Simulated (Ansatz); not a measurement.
RuTe₂ (space group Pa-3)

```
RuTe2
1.0
    6.44165     0.00000     0.00000
    0.00000     6.44165     0.00000
    0.00000     0.00000     6.44165
Te Ru
8 4
Direct
  0.37339   0.37339   0.37339
  0.62661   0.62661   0.62661
  0.12661   0.62661   0.87339
  0.87339   0.37339   0.12661
  0.87339   0.12661   0.62661
  0.12661   0.87339   0.37339
  0.62661   0.87339   0.12661
  0.37339   0.12661   0.87339
  0.00000   0.00000   0.00000
  0.50000   0.00000   0.50000
  0.50000   0.50000   0.00000
  0.00000   0.50000   0.50000
```

This relaxed cell (volume V₀) is scaled evenly in all directions, its shape held. The atoms relax within the cell's symmetry.

Computed with r2SCAN (plane waves to 500 eV, PAW, scalar-relativistic; Ansatz, a quantum-chemistry and plane-wave program). k mesh 4×4×4 (Γ-centred), Fermi-Dirac smearing 0.05 eV. Energies are smeared free energies. Compression counts positive. RuTe2 is run without spin polarisation. RuTe2 was relaxed with its symmetry unable to fall. Spin-orbit coupling is left out, though Te is heavy. ΔE is measured from the relaxed starting cell.

Task: Predict the ΔE (meV/atom) and P (GPa) at V/V₀ = 0.920, 0.980, 1.020, 1.080, 1.100.

Result: 
```tsv
V/V₀	ΔE (meV/atom)	P (GPa)
0.920	63	12.3
0.980	3	2.5
1.020	3	-2.3
1.080	46	-7.6
1.100	68	-8.9
```

(A scan under strain: stresses follow from slopes of the energy per volume, elastic moduli from its curvatures.)
